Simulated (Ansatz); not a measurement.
A crystal relaxed with r2SCAN in Ansatz 0.2.0 has space group I-42d (No. 122) and a = 5.980 Å, c = 11.304 Å.

```tsv
atom	site	x	y	z
Xx	4b	0.5000	0.0000	0.2500
Ge	4a	0.0000	0.0000	0.0000
As	8d	0.2213	0.7500	0.1250
```

The r2SCAN gap is direct at Γ: 0.10 eV. The HSE06 gap is direct at Γ: 0.45 eV. Meshes: r2SCAN 6×6×6, HSE06 4×4×4.

Q: Which element is Xx?
A. Zn
B. Mg
C. Hg
D. Cd

A: D. Xx is Cd: CdGeAs₂ (I-42d) from a database structure. Cd has 4 As at 2.65 Å; Ge has 4 As at 2.45 Å; As has 2 Ge at 2.45 Å and 2 Cd at 2.65 Å.

Spin-unpolarised throughout; all numbers are computed.

Spin-orbit coupling is left out.

Gaps or overlaps of about a tenth of an eV are at the limit of these meshes: between the points read a gap can be smaller or closed.
